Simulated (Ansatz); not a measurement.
Relaxed-ion elastic tensor of GaAs in space group P4/mmm (No. 123; Ga on 1b, As on 1a) in GPa (Voigt order), DFT-r²SCAN in the program Ansatz with PAW potentials; density 6.14 g/cm³, 19.57 Å³ per atom.

```
 176  36.1  17.4   0.0   0.0   0.0
36.1   176  17.4   0.0   0.0   0.0
17.4  17.4   146   0.0   0.0   0.0
 0.0   0.0   0.0  23.5   0.0   0.0
 0.0   0.0   0.0   0.0  23.5   0.0
 0.0   0.0   0.0   0.0   0.0   8.6
```

**Question.** Is the crystal mechanically stable?

**Answer.** Yes: the smallest eigenvalue of C is 8.6 GPa.

**Question.** Work out the Voigt, Reuss and Hill averages.

**Answer.** K_V = 71.1, K_R = 69.8, K_H = 70.5; G_V = 39.6, G_R = 21.8, G_H = 30.7 GPa.

**Question.** Give Young's modulus, Poisson's ratio, Pugh's ratio and the universal anisotropy index.

**Answer.** E = 9KG/(3K + G) = 80.4 GPa; ν = 0.31; K/G = 2.29 (ductile by the Pugh limit of 1.75); A_U = 5G_V/G_R + K_V/K_R − 6 = 4.11.

**Question.** Estimate the sound speeds and the Debye temperature.

**Answer.** v_l = √((K + 4G/3)/ρ) = 4260 m/s, v_t = √(G/ρ) = 2240 m/s, mean 2500 m/s; Θ = (h/k)(3n/4πV)^(1/3) v_m = 276 K.

**Question.** Solve the Christoffel equation for the three sound speeds along x, y, z.

**Answer.** Eigenvalues of C_ijkl n_j n_l equal ρv². In km/s, slowest first: x 1.18, 1.96, 5.36; y 1.18, 1.96, 5.36; z 1.96, 1.96, 4.87.

**Question.** How much does each axis shrink under pressure?

**Answer.** Linear compressibilities β_i = Σ_j S_ij (j = 1 to 3): x 4.2, y 4.2, z 5.9 per TPa.

The first step of the workflow began from a Materials Project structure, measured or hypothetical; the Crystallography Open Database copy checked does not list it. It is not the phase usual at ambient conditions (space group No. 216). The r²SCAN relaxation kept the symmetry of its start; of distortions, only those at the zone centre were tested. As this level gives no gap, shear constants depend on the k-mesh and smearing (Fermi–Dirac, 0.1 eV here). On the denser mesh and wider smearing of the elastic run this cell carries a stress of 1.8 GPa.

Potentials: the later of the program's two PAW sets.
